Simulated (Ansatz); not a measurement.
# Orbital character of the bands of InF

```
In F
1.0
     0.00000    3.00449    3.00449
     3.00449    0.00000    3.00449
     3.00449    3.00449    0.00000
In F
1 1
Direct
  0.00000 0.00000 0.00000
  0.25000 0.25000 0.25000
```

Atoms are numbered in the order listed.

The structure comes from a relaxation in the same program, started in the zincblende type, and has space group F-43m. Whether it is a known phase or the ground state wasn't checked.

Spin–orbit coupling is left out, though it moves levels of the heavy atoms by tenths of an eV or more.

These are results of Ansatz 0.2.0, DFT, PBE, all-electron LAPW, scalar-relativistic, not measurements.

Numerical set-up: a Γ-centred 13×13×13 k mesh, Fermi–Dirac smearing of 0.05 eV, basis error target 0.5 meV/atom, no spin polarisation.

Weights are projections on a minimal set of Löwdin-orthogonalised atomic shells, summed over atoms of an element; the rest lies outside that basis, and weights on diffuse cation s shells are inflated where empty shells are missing from it. Energies are in eV from the valence-band top.

Points: W (-0.500, -0.250, 0.250), U (-0.375, -0.375, 0.250).

```
       state              character
W, -13.29 eV            In 4d 100 %
W, -13.28 eV            In 4d 100 %
W, -13.26 eV            In 4d 100 %
W, -13.25 eV            In 4d 100 %
W, -13.22 eV            In 4d 100 %
 W, -4.74 eV  F 2p 64 %, In 5s 36 %
 W, -3.85 eV  F 2p 87 %, In 5p 13 %
 W, -3.81 eV  F 2p 87 %, In 5p 13 %
 W, -0.01 eV  In 5s 64 %, F 2p 35 %
U, -13.29 eV            In 4d 100 %
U, -13.27 eV            In 4d 100 %
U, -13.26 eV            In 4d 100 %
U, -13.26 eV            In 4d 100 %
U, -13.22 eV            In 4d 100 %
 U, -4.77 eV  F 2p 64 %, In 5s 36 %
 U, -3.91 eV                      ?
 U, -3.67 eV                      ?
 U, -0.10 eV  In 5s 64 %, F 2p 35 %
```

Q: Fill in "character" for the row "U, -3.67 eV".

A: F 2p 91 %, In 5p 8 %.

Q: Fill in "character" for the row "U, -3.91 eV".

A: F 2p 85 %, In 5p 15 %.
